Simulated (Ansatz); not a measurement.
**What DFT gives for KAg₂AsP₄**

```yaml
crystal:
  lattice:
    - [-3.22907, 3.22907, 3.87360]
    - [3.22907, -3.22907, 3.87360]
    - [3.22907, 3.22907, -3.87360]
  atoms:
    - { symbol: Ag, position: [0.25000, 0.75000, 0.50000] }
    - { symbol: Ag, position: [0.75000, 0.25000, 0.50000] }
    - { symbol: As, position: [0.00000, 0.00000, 0.00000] }
    - { symbol: K, position: [0.50000, 0.50000, 0.00000] }
    - { symbol: P, position: [0.03150, 0.69650, 0.00000] }
    - { symbol: P, position: [0.30350, 0.30350, 0.33500] }
    - { symbol: P, position: [0.69650, 0.03150, 0.00000] }
    - { symbol: P, position: [0.96850, 0.96850, 0.66500] }
```

Single point in Ansatz 0.2.0 with r2SCAN, no spin polarisation. Cutoff 500 eV, PAW datasets, 8×8×8 Γ-centred k mesh, fermi-dirac filling (width 0.0495 eV).

(1) Is the cell too large or too small?

(2) What is the formation energy?

(3) Give the Bader charges.

(4) Where is the largest force?

(5) What happens at the Fermi level?

Origin: a known structure type with other elements, at an estimated volume, so it need not be a known compound. Caveats: many states at the Fermi level without spin polarisation, so a magnetic state may lie lower; atoms or cell far from equilibrium.

Results:

(1) The pressure is 31.4 GPa (compression positive), so with the atoms held at these fractions the cell would first expand; the forces are large, so a full relaxation may end otherwise.

(2) 1.22 eV an atom against the elements' usual phases (free molecules for gases, crystals otherwise, with no correction for O₂ or N₂), so at this geometry it isn't bound against them. Relaxing would lower it.

(3) Bader charges in e: K +0.76, Ag +0.21, As -1.98, P +0.20. In the mean K gives up most and As takes most.

(4) The largest is on P6 (and as large on other atoms): 13.08 eV/Å, components (7.74, 7.74, 7.16). It makes 179° with the line to a nearest neighbour, As3 at 1.86 Å, pointing away from it.

(5) It is a metal, with about 5.4 states/eV a cell as the mean within 0.25 eV of the Fermi level, mostly P p (85 %).
